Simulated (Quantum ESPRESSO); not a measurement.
Simulation results for AlZn₂Se₃F (made-up cell, one site empty)

Computed with Quantum ESPRESSO 7.5. Calculation on a made-up crystal cell, not a measurement: periodic Kohn-Sham density functional theory in plane waves with PseudoDojo standard norm-conserving scalar-relativistic pseudopotentials, each functional with its own files (v0.5 for PBE, v0.4.1 for LDA and PBEsol), no spin polarisation, no spin-orbit coupling, atoms not relaxed, stress positive in tension, energies less a fixed whole-eV offset for each atom's element; levels are Kohn-Sham levels at fractions of this cell's reciprocal vectors, counted from the reference band (half the neutral cell's valence electrons, rounded up) at Gamma; error bars cover cutoff and k-mesh only, not smearing or the files; each bar is the largest change over components, and at least 0.002 eV, 0.002 eV per angstrom or 0.02 GPa; added strain carries the atoms with the cell, and shear is the tensor component; energies are for the whole cell, and the offsets were chosen from early runs and are not element reference energies.

Entry: AlZn₂Se₃F (made-up cell, one site empty)

Unstrained structure:
```
CELL_PARAMETERS angstrom
5.29760 -0.06160 0.07530
-0.06160 5.32930 0.02440
0.07530 0.02440 5.35430
ATOMIC_POSITIONS crystal
Zn 0.00993 0.02437 0.99344
Al 0.97284 0.50255 0.50677
Zn 0.48605 0.02661 0.50502
Se 0.24586 0.26033 0.23737
Se 0.24634 0.76954 0.72341
Se 0.76382 0.28778 0.73723
F 0.71875 0.72681 0.25379
```

| Property | Result |
| --- | --- |
| lattice type | zincblende/diamond |
| empty site | 4 |
| functional | pbe |
| cutoff | 1170 eV |
| fermi dirac smearing | 0.025 eV |
| scf tolerance | 1e-07 eV |
| electrons removed | 0 |
| added strain kind | biaxial xx and yy |
| added strain | -0.0209 |
| k mesh | 4 x 4 x 4, shifted by half a step |
| structure shown | before the added strain of -0.0209 |
| free energy less offsets | 5.669 eV |
| scf iterations | 10 |
| smearing term minus ts | 0 eV |
| pressure | 14.98 GPa |
| stress xx | -13.8 GPa |
| stress yy | -14.73 GPa |
| stress zz | -16.41 GPa |
| stress yz | 6.762 GPa |
| stress xz | 6.437 GPa |
| stress xy | -9.967 GPa |
| reference band | 49 |
| error bar energy | 0.002957 eV |
| error bar stress | 0.02 GPa |
| error bar force | 0.002 eV/Å |
| error bar next band up | 0.002 eV |
| error bars from | tighter rerun of a related cell |

Atoms:
```tsv
atoms element	atom site	atom energy offset (eV)
Zn	1	-5687
Al	2	-64
Zn	3	-5687
Se	5	-3300
Se	6	-3300
Se	7	-3300
F	8	-677
```

Forces:
```tsv
site	x (eV/Å)	y (eV/Å)	z (eV/Å)
1	-1.055	-1.167	-0.3829
2	3.519	4.967	-6.357
3	1.857	0.9054	-1.513
5	0.7819	2.162	-0.1606
6	-0.9796	-2.854	1.925
7	-5.451	-3.942	5.326
8	1.327	-0.07191	1.163
```

Levels:
```tsv
level k point	next band up (eV)
Gamma	1.378
(1/2,1/2,1/2)	1.631
(0.15,0,0)	1.674
(0,0.15,0)	1.643
(0,0,0.15)	1.617
```
